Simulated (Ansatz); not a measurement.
The relaxed structure here is a generated cell of TiC: the first start was made by placing the elements on the sites of a structure type, and the end was not matched to a known phase here, so it may be hypothetical. Known forms of TiC include space group No. 225.

A relaxed cell of TiC (P4mm (No. 99)), relaxed on a k-mesh at least as fine as the one used below. Computed with PBEsol (plane waves to 420 eV, PAW, scalar-relativistic; Ansatz, a program for electronic structure). Γ-centred k-mesh 11×11×13 on the run's cell (coarser than for final values), Fermi–Dirac smearing 0.05 eV.

```xyz
4
Lattice="5.6616 0.0000 0.0000 2.8308 2.8308 0.0000 0.0000 0.0000 2.4686" Properties=species:S:1:pos:R:3 pbc="T T T"
C      1.4154     1.4154     1.4973
C      4.2462     1.4154     1.4973
Ti     0.0000     0.0000     2.3222
Ti     2.8308     0.0000     2.3222
```

The atoms are displaced along an unstable phonon of this cell by (Å):

| atom | ux | uy | uz |
|---|---|---|---|
| C1 | 0.000 | 0.000 | 0.000 |
| C2 | 0.000 | 0.000 | 0.000 |
| Ti3 | 0.000 | 0.000 | -0.150 |
| Ti4 | 0.000 | 0.000 | 0.150 |

Q: What forces (eV/Å) and pressure result?

A: 
```tsv
atom	Fx	Fy	Fz
C1	0.00	0.00	-0.23
C2	0.00	0.00	-0.23
Ti3	0.00	0.00	-0.10
Ti4	0.00	0.00	0.56
```

Pressure +0.2 GPa.

The undisplaced cell is probably no minimum: from this displacement the run went on to P4/nmm (No. 129), 0.27 eV/atom below it.

No spin polarisation in the result.
